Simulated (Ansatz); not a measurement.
Calculated field gradients at the nuclei for C

The cell is an entry of the Crystallography Open Database (COD; perhaps a calculated or model structure) whose atoms were relaxed with PBE, the cell held.

```yaml
crystal:
  lattice:
    - [2.52210, 0.00000, 0.00000]
    - [-1.26105, 2.18420, 0.00000]
    - [0.00000, 0.00000, 12.35570]
  atoms:
    - { symbol: C, position: [0.00000, 0.00000, 0.18683] }
    - { symbol: C, position: [0.00000, 0.00000, 0.68683] }
    - { symbol: C, position: [0.00000, 0.00000, 0.31317] }
    - { symbol: C, position: [0.00000, 0.00000, 0.81317] }
    - { symbol: C, position: [0.33333, 0.66667, 0.52072] }
    - { symbol: C, position: [0.66667, 0.33333, 0.02072] }
    - { symbol: C, position: [0.33333, 0.66667, 0.97928] }
    - { symbol: C, position: [0.66667, 0.33333, 0.47928] }
    - { symbol: C, position: [0.33333, 0.66667, 0.64510] }
    - { symbol: C, position: [0.66667, 0.33333, 0.14510] }
    - { symbol: C, position: [0.33333, 0.66667, 0.85490] }
    - { symbol: C, position: [0.66667, 0.33333, 0.35490] }
```

Atom numbers follow the list; atoms alike are taken as one site, whose name carries the number of the first.

The numbers come from a DFT calculation in Ansatz (PBE, plane waves and PAW, scalar-relativistic, 420 eV cutoff, Γ-centred 14×14×3 k-points, Fermi–Dirac smearing 0.05 eV).

Conventions: |V_zz| ≥ |V_yy| ≥ |V_xx|, η = (V_xx − V_yy)/V_zz, C_Q = eQV_zz/h.

(1) What field gradients does the calculation give at each kind of site?

Answers

(1) 

| site | atoms (order as listed) | first shell | V_xx, V_yy, V_zz (10²¹ V/m²) | η | C_Q (MHz) |
| --- | --- | --- | --- | --- | --- |
| C1 | 1, 2, 3, 4 | 4 C at 1.54–1.56 Å | -0.10, -0.10, 0.20 | 0.00 | – |
| C5 | 5, 6, 7, 8 | 4 C at 1.54 Å | 0.022, 0.022, -0.044 | 0.00 | – |
| C9 | 9, 10, 11, 12 | 4 C at 1.54 Å | 0.032, 0.032, -0.065 | 0.00 | – |

An axis of threefold or higher order runs through C1, C5 and C9, so V_zz lies along it and η is zero.

C has no stable isotope with a ground-state quadrupole moment in the table, so no C_Q is given.

At this cell the principal stresses reach 7 GPa in size with PBE, which can matter for small gradients.
